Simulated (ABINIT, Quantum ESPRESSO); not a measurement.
Given: the input of a run of Quantum ESPRESSO 7.5 on Ta3Cu. The cell comes from a database or a generator and needn't be the stable form of this composition.

File pw.in:

```
&CONTROL
  calculation = 'scf'
  prefix = 'pwscf'
  outdir = './tmp'
  pseudo_dir = './pseudo'
  tprnfor = .true.
  tstress = .true.
  disk_io = 'low'
/
&SYSTEM
  ibrav = 0
  celldm(1) = 8
  nat = 4
  ntyp = 2
  ecutwfc = 56
  ecutrho = 448
  nbnd = 39
  occupations = 'smearing'
  smearing = 'fd'
  degauss = 0.00367493
/
&ELECTRONS
  conv_thr = 8d-10
  electron_maxstep = 120
  mixing_beta = 0.5
/
ATOMIC_SPECIES
Ta   180.9479 ta_pbesol_v1.uspp.F.UPF
Cu    63.5460 cu_pbesol_v1.2.uspp.F.UPF
CELL_PARAMETERS alat
 -0.4739685871431   0.4739685871431   0.9940360982333
  0.4739685871431  -0.4739685871431   0.9940360982333
  0.4739685871431   0.4739685871431  -0.9940360982333
ATOMIC_POSITIONS crystal
Ta     0.5000000000    0.5000000000    0.0000000000
Ta     0.2500000000    0.7500000000    0.5000000000
Ta     0.7500000000    0.2500000000    0.5000000000
Cu     0.0000000000    0.0000000000    0.0000000000
K_POINTS automatic
9 9 9 0 0 0
```

pp_density.in

```
&INPUTPP
  prefix = 'pwscf'
  outdir = './tmp'
  filplot = 'density.dat'
  plot_num = 0
/
&PLOT
  nfile = 1
  filepp(1) = 'density.dat'
  iflag = 3
  output_format = 6
  fileout = 'density.cube'
/
```

pp_potential.in

```
&INPUTPP
  prefix = 'pwscf'
  outdir = './tmp'
  filplot = 'potential.dat'
  plot_num = 11
/
&PLOT
  nfile = 1
  filepp(1) = 'potential.dat'
  iflag = 3
  output_format = 6
  fileout = 'potential.cube'
/
```

Potentials or basis: GBRV 1.5 PBEsol.

The run is started by

```console
$ OMP_NUM_THREADS=1 mpirun -n 2 pw.x -nk 2 -in pw.in > pw.out
$ OMP_NUM_THREADS=1 mpirun -n 1 pp.x -in pp_density.in > pp_density.out
$ OMP_NUM_THREADS=1 mpirun -n 1 pp.x -in pp_potential.in > pp_potential.out
```

Translate it to ABINIT 10.8.3 (patched build). Potentials or basis there: JTH PAW PBE v2.0, cutoff 707 eV.

As run (cutoffs and basis follow the program's own potentials, and thresholds, step limits or extra output files can differ):

The input run.abi:

```
# Pseudopotentials
pp_dirpath "./"
pseudos "Ta.GGA_PBE-JTH.xml, Cu.GGA_PBE-JTH.xml"

# Structure
acell 9.591330111 9.591330111 9.591330111
rprim
    -0.3953308512     0.3953308512     0.8291121976
     0.3953308512    -0.3953308512     0.8291121976
     0.3953308512     0.3953308512    -0.8291121976
ntypat 2
znucl 73 29
natom 4
typat 1 1 1 2
xcart
     0.0000000000     0.0000000000     4.2081700000
     2.0065070000     0.0000000000     2.1040850000
     0.0000000000     2.0065070000     2.1040850000
     0.0000000000     0.0000000000     0.0000000000 Angstrom

# Plane-wave basis
ecut 26.0
pawecutdg 48.0
pawxcdev 0

# k points
kptopt 1
ngkpt 9 9 9
nshiftk 1
shiftk 0.0 0.0 0.0

# Exchange and correlation
ixc -116133

# Bands and occupations
nband 35
occopt 3
tsmear 0.05 eV

# SCF cycle
nstep 100
tolvrs 1.0e-9

# Output
iomode 3
prtwf 0
prtden 0
prteig 0
prtebands 0
```

Potentials or basis: JTH PAW PBE v2.0.

Run with:

```sh
$ abinit run.abi > log 2>&1
```

Both were run:

|  | Quantum ESPRESSO | ABINIT |
| --- | --- | --- |
| Pressure | -6.4 GPa | -6.2 GPa |

ABINIT's potentials were made for PBE.

Pressure is positive in compression.
